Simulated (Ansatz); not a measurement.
YSi2Ni in space group Cmcm (No. 63; Y on 4c, Si on 4c, Si on 4c, Ni on 4c), PBE in the plane-wave PAW code Ansatz, all energies at zero smearing, with the estimated change up to a 700 eV cutoff added, with one set of potentials and settings (totals compare only within such a set). Cell of 8 atoms (2 Y, 4 Si, 2 Ni): -21926.805 eV.

```
element                             reference phase  E (eV/atom)
-------  ------------------------------------------  -----------
Y                     P6_3/mmc, 2 atoms in the cell   -3848.6668
Si                       Fd-3m, 2 atoms in the cell    -635.8096
Ni       Fm-3m, 1 atoms in the cell, spin-polarised   -5839.7239
```

Formation energy per atom, worked out: (-21926.805 − 2×(-3848.6668) − 4×(-635.8096) − 2×(-5839.7239))/8 = -0.848 eV/atom (-82 kJ per mol of atoms), at 0 K, without zero-point energy or fitted corrections.

The workflow started from a Materials Project entry (that database holds measured and hypothetical structures alike); the Crystallography Open Database copy checked does not list it. Whether it is the stable phase at ambient conditions was not checked. The PBE relaxation kept the symmetry of its start; its stability against distortions is not shown here. The run is not spin-polarised. The references are the lowest solids computed at this level, not always the standard phases.

Potentials: the later of the program's two PAW sets.
